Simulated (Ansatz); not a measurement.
SiO2:
```cif
data_O8Si4
_chemical_formula_sum 'Si4 O8'
_space_group_name_H-M_alt 'P41212'
_space_group_IT_number 92
_space_group_name_Hall 'P 4abw 2nw'
_cell_length_a 4.98389
_cell_length_b 4.98389
_cell_length_c 6.92368
_cell_angle_alpha 90.000
_cell_angle_beta 90.000
_cell_angle_gamma 90.000
loop_
_atom_site_label
_atom_site_type_symbol
_atom_site_symmetry_multiplicity
_atom_site_Wyckoff_symbol
_atom_site_fract_x
_atom_site_fract_y
_atom_site_fract_z
_atom_site_occupancy
Si1 Si 4 a 0.30194 0.30194 0.00000 1
O1 O 8 b 0.23838 0.10823 0.18094 1
```

Relaxed with r²SCAN.

**Question.** Decompose the optical modes at the zone centre into irreducible representations, and say which are infrared and Raman allowed.

**Answer.** Point group 422: Γ_opt = 4A1 + 4A2 + 5B1 + 4B2 + 8E. Infrared: A2, E. Raman: A1, B1, B2, E.

**Question.** Assign frequencies (DFPT, the program Ansatz at the r²SCAN level (PAW); without the LO–TO term).

**Answer.** B1 49, B1 119, E 152, A1 228, E 273, B2 283, A2 293, A1 366, B1 378, E 382, A1 419, B2 444, E 470, A2 495, E 617, B1 782, B2 786, A2 787, E 793, A1 1081, E 1084, B1 1085, A2 1088, B2 1134, E 1199 cm⁻¹.

Subscripts of B labels follow the axes of the standard setting.

Space group P4_12_12. The r²SCAN relaxation kept the symmetry of its start; phonons on a q-mesh show no instability.

Potentials: the later of the program's two PAW sets.
